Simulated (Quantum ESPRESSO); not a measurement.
Hf4Y2InSc, one composition in several site orders

Simulated, not a measurement. The program is pw.x of Quantum ESPRESSO 7.5 (plane-wave density functional theory). The cell is made up: eight metal atoms on a hexagonal close-packed lattice, with elements, volume, strain and displacements drawn at random and not relaxed, so it may be unstable or far from any real phase. PseudoDojo standard norm-conserving files set the functional (PBE unless stated); there is no spin polarisation or spin-orbit coupling, the Fermi-Dirac width of 0.25 eV means electrons at about 2900 K, and the masses in the input are unused placeholders. Heavy elements are run without spin-orbit coupling, which real alloys of them have. A spin test at this wide smearing found no moment, but such smearing suppresses magnetism that the real alloy may have.

The runs put one composition on the sites in different orders. Cell, positions, cutoff, mesh and smearing stay as in the input of run 1; sites are counted in its order. Stress in the tables is positive in tension.

Input of run 1:

```
&control calculation='scf', pseudo_dir='./dojo.nc.sr.pbe.v0_5.standard.upf', outdir='./o', disk_io='medium', tprnfor=.true., tstress=.true. /
&system ibrav=0, nat=8, ntyp=4, nbnd=64, ecutwfc=77.98206166, nosym=.true., tot_charge=0,
 occupations='smearing', smearing='fd', degauss=0.0183746611
/
&electrons conv_thr=1.470e-08, electron_maxstep=70, mixing_beta=0.5 /
ATOMIC_SPECIES
Hf 1.0 Hf.upf
In 1.0 In.upf
Sc 1.0 Sc.upf
Y 1.0 Y.upf
CELL_PARAMETERS angstrom
3.3349 -0.0078 0.0075
1.6617 -2.8805 -5.3808
1.6348 8.6674 -5.4023
ATOMIC_POSITIONS angstrom
Hf 0.0334 -0.0086 0.0081
Y 1.6895 2.8595 -5.4207
In 1.6776 -0.9344 -2.6678
Y 3.2587 1.8988 -8.0635
Sc 3.305 5.779 -5.3827
Hf 3.2641 -0.0354 -5.3564
Hf 3.2987 1.9355 -2.7125
Hf 4.9478 4.8457 -8.0727
K_POINTS automatic
7 4 3 1 1 1
```

| run | elements on sites 1 to 8 | free energy less that of run 1 (eV) | -TS (eV) | pressure (GPa) | stress xx (GPa) | stress yy (GPa) | stress zz (GPa) | stress yz (GPa) | stress xz (GPa) | stress xy (GPa) | iterations |
| --- | --- | --- | --- | --- | --- | --- | --- | --- | --- | --- | --- |
| 1 | Hf Y In Y Sc Hf Hf Hf | 0.000 | -2.004 | -3.21 | 2.61 | 2.76 | 4.27 | -0.27 | 0.05 | 0.03 | 20 |
| 2 | Sc Hf Hf In Y Y Hf Hf | -0.289 | -1.975 | -3.13 | 2.65 | 3.25 | 3.50 | -0.55 | 0.09 | -0.10 | 20 |
| 3 | Hf Sc In Hf Hf Y Y Hf | -0.288 | -2.047 | -3.26 | 2.77 | 3.13 | 3.88 | -0.11 | 0.10 | -0.10 | 19 |
| 4 | Hf Y Sc Hf Y Hf Hf In | -0.382 | -1.999 | -3.18 | 2.73 | 3.32 | 3.48 | -0.10 | 0.19 | 0.00 | 19 |
| 5 | In Hf Hf Sc Hf Y Hf Y | -0.373 | -2.016 | -3.07 | 2.70 | 3.34 | 3.17 | -0.44 | 0.20 | -0.07 | 18 |
| 6 | In Y Sc Hf Hf Hf Hf Y | -0.328 | -1.988 | -3.05 | 2.58 | 2.81 | 3.75 | 0.10 | 0.21 | 0.01 | 19 |

Forces Fx Fy Fz (eV/Å):

| site | run 1 | run 2 | run 3 | run 4 | run 5 | run 6 |
| --- | --- | --- | --- | --- | --- | --- |
| 1 | -0.13 0.15 0.06 | -0.13 0.16 -0.02 | -0.14 -1.05 0.17 | -0.11 0.90 -0.07 | -0.12 -0.10 -0.34 | -0.09 0.29 -0.32 |
| 2 | -0.22 0.08 0.31 | -0.20 0.02 0.01 | -0.20 0.99 -0.51 | -0.24 -0.43 0.36 | -0.25 0.71 0.65 | -0.27 -0.06 0.35 |
| 3 | -0.05 -0.23 -0.03 | -0.15 -0.15 0.24 | -0.09 -0.71 0.32 | -0.09 0.14 -0.08 | -0.15 0.53 0.88 | -0.13 0.65 0.17 |
| 4 | 0.17 0.04 -0.31 | 0.09 -0.06 0.11 | 0.17 1.03 -0.54 | 0.17 -0.41 -0.01 | 0.15 -0.40 -0.32 | 0.16 -0.80 -0.54 |
| 5 | 0.02 0.70 -0.21 | 0.01 -0.37 0.01 | 0.00 0.11 0.44 | 0.00 0.35 -0.05 | 0.00 -0.29 -0.12 | 0.01 0.30 0.49 |
| 6 | 0.18 -0.87 -0.13 | 0.26 0.23 0.19 | 0.22 -0.18 0.28 | 0.21 -0.39 -0.51 | 0.28 -0.29 0.03 | 0.23 -0.40 -0.26 |
| 7 | -0.02 -0.60 0.94 | 0.06 -0.03 -0.62 | -0.02 -0.16 0.08 | 0.03 0.12 0.76 | 0.04 -0.32 -0.78 | 0.04 0.16 0.36 |
| 8 | 0.04 0.73 -0.62 | 0.06 0.18 0.08 | 0.05 -0.04 -0.25 | 0.02 -0.27 -0.40 | 0.04 0.17 0.00 | 0.04 -0.14 -0.24 |

The sites are displaced and not relaxed, so the energy differences mix bonding between neighbours with strain and are not ordering energies. A rerun of one cell of this series at a higher cutoff and on a denser mesh moved values by no more than 0.002 eV in energy, 0.06 GPa in stress and 0.006 eV/Å in force, and a second program with other atomic files agreed on that cell to 2 % rms in force and 0.5 GPa in pressure.